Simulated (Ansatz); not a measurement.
Pt (fcc, Cu type)

```
CELL_PARAMETERS angstrom
      0.00000     1.97014     1.97014
      1.97014     0.00000     1.97014
      1.97014     1.97014     0.00000
ATOMIC_POSITIONS crystal
  Pt 0.00000 0.00000 0.00000
```

E(V) scan at fixed shape, V₀ the volume above. Symmetry pins the atoms to their sites.

These are r2SCAN (plane waves to 500 eV, PAW, scalar-relativistic; Ansatz, a program for electronic structure) values and carry that method's errors. k mesh 21×21×21 (Γ-centred), Fermi-Dirac smearing 0.05 eV. Energies are smeared free energies. Stress and pressure are positive under compression. Pt is run without spin polarisation. Pt was relaxed with its symmetry unable to fall. Spin-orbit coupling is left out, though Pt is heavy. The zero of ΔE is the relaxed starting cell. The last digit holds for this mesh only.

```tsv
V (Å³/atom)	ΔE (meV/atom)
13.765	162.1
14.019	108.2
14.274	66.6
14.529	36.1
14.784	15.4
15.039	3.7
15.294	0.0
15.549	3.5
15.804	withheld
16.059	29.2
16.314	50.2
16.568	75.7
16.823	105.4
```

Problem. Fit a third-order Birch-Murnaghan form (E₀, V₀, B₀, B₀′ free) to the given rows and predict ΔE at V = 15.804.

Solution. Least squares on the 12 given rows: ΔE = E₀ + (9V₀B₀/16)·y²·[2 + (B₀′ − 4)y], y = (V₀/V)^(2/3) − 1, with V₀ = 15.293 Å³/atom, B₀ = 271.1 GPa (160.2 GPa = 1 eV/Å³; the term in eV is multiplied by 1000), B₀′ = 5.49, E₀ = 0.00 meV/atom; root-mean-square residual 0.07 meV/atom. At 15.804 the fit gives 13.5 meV/atom; the calculation gives 13.5 meV/atom, the same to the digits shown. For the pressure the fit gives -8.1 GPa against the computed -8.2 GPa.

(A scan under strain: stresses follow from slopes of the energy per volume, elastic moduli from its curvatures.)
